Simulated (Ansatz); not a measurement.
PbSO3: levels and charges under dearer methods

A database entry relaxed whole under r2SCAN at zero pressure (P2_1/m, No. 11):

```
Pb S O
1.0
     4.51383    0.00000    0.02016
     0.00000    5.34443    0.00000
    -1.76722    0.00000    6.10253
Pb S O
2 2 6
Direct
  0.64405 0.25000 0.27791
  0.35595 0.75000 0.72209
  0.08784 0.75000 0.17380
  0.91216 0.25000 0.82620
  0.73742 0.75000 0.13339
  0.26258 0.25000 0.86661
  0.19888 0.52434 0.32573
  0.80112 0.02434 0.67427
  0.80112 0.47566 0.67427
  0.19888 0.97566 0.32573
```

Its volume is 14.74 Å³ an atom, -0.2 % against the entry's 14.77, a cell as deposited in COD (1985).

Single points on this cell with plane-wave PAW DFT (Ansatz 0.2.0; r2SCAN 500 eV, hybrids 420 eV; fermi-dirac occupations of width 0.020 eV; no moments): r2SCAN on a 6×6×4 Γ-centred mesh; r2SCAN with spin-orbit coupling on a 2×2×2 Γ-centred mesh; HSE06 on a 4×4×2 Γ-centred mesh; PBE0 on a 4×4×2 Γ-centred mesh.

Task: What does each level give for gap and charges?

Result: The runs give:

```tsv
level	gap (eV), or kind	pressure (GPa)	Bader charge of Pb (e)	Bader charge of S (e)	Bader charge of O (e)
r2SCAN	3.75	0.0	+1.52	+2.59	-1.37
r2SCAN with spin-orbit coupling	3.16	0.0	+1.50	+2.60	-1.36
HSE06	4.46	-0.4	+1.56	+2.62	-1.39
PBE0	5.18	-0.6	+1.56	+2.62	-1.39
```

Under r2SCAN the gap is 3.75 eV, over mesh and band path. HSE06 moves it by +0.71 eV and PBE0 by +1.43 eV; PBE0 keeps its exact exchange at long range, which widens the gap over HSE06's by 0.72 eV on their common mesh. Spin-orbit coupling moves the r2SCAN gap by -0.59 eV, which the hybrid values lack.

Caveats: the relaxation kept the start's symmetry; HSE06 is read on its mesh and at the zone's corners, PBE0 on its mesh alone; hybrid pressures are good to a few tenths of a GPa; pressure is positive in compression.
